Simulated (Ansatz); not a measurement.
Relaxed-ion elastic tensor of SrScHO2 in space group P4/mmm (No. 123; Sr on 1d, Sc on 1a, O on 2f, H on 1b) in GPa (Voigt order), r²SCAN in the plane-wave PAW code Ansatz; density 4.24 g/cm³, 12.98 Å³ per atom.

```
 290  91.9  34.5   0.0   0.0   0.0
91.9   290  34.5   0.0   0.0   0.0
34.5  34.5   191   0.0   0.0   0.0
 0.0   0.0   0.0  55.8   0.0   0.0
 0.0   0.0   0.0   0.0  55.8   0.0
 0.0   0.0   0.0   0.0   0.0  99.5
```

Q: Is the crystal mechanically stable?

A: Yes: the smallest eigenvalue of C is 55.8 GPa.

Q: Work out the Voigt, Reuss and Hill averages.

A: K_V = 121, K_R = 113, K_H = 117; G_V = 82.8, G_R = 75.3, G_H = 79.1 GPa.

Q: Give Young's modulus, Poisson's ratio, Pugh's ratio and the universal anisotropy index.

A: E = 9KG/(3K + G) = 194 GPa; ν = 0.22; K/G = 1.48 (brittle by the Pugh limit of 1.75); A_U = 5G_V/G_R + K_V/K_R − 6 = 0.57.

Q: Estimate the sound speeds and the Debye temperature.

A: v_l = √((K + 4G/3)/ρ) = 7250 m/s, v_t = √(G/ρ) = 4320 m/s, mean 4780 m/s; Θ = (h/k)(3n/4πV)^(1/3) v_m = 606 K.

Q: Solve the Christoffel equation for the three sound speeds along x, y, z.

A: Eigenvalues of C_ijkl n_j n_l equal ρv². In km/s, slowest first: x 3.63, 4.85, 8.27; y 3.63, 4.85, 8.27; z 3.63, 3.63, 6.71.

Q: How much does each axis shrink under pressure?

A: Linear compressibilities β_i = Σ_j S_ij (j = 1 to 3): x 2.2, y 2.2, z 4.4 per TPa.

The start of the workflow was typed in or built on a structure type; neither database checked (COD, Materials Project) lists it. Whether it is the stable phase at ambient conditions was not checked. The cell was relaxed with r²SCAN under the symmetry of its start; its stability against distortions is not shown here. No spin polarisation was allowed.

Potentials: the earlier of the program's two PAW sets.
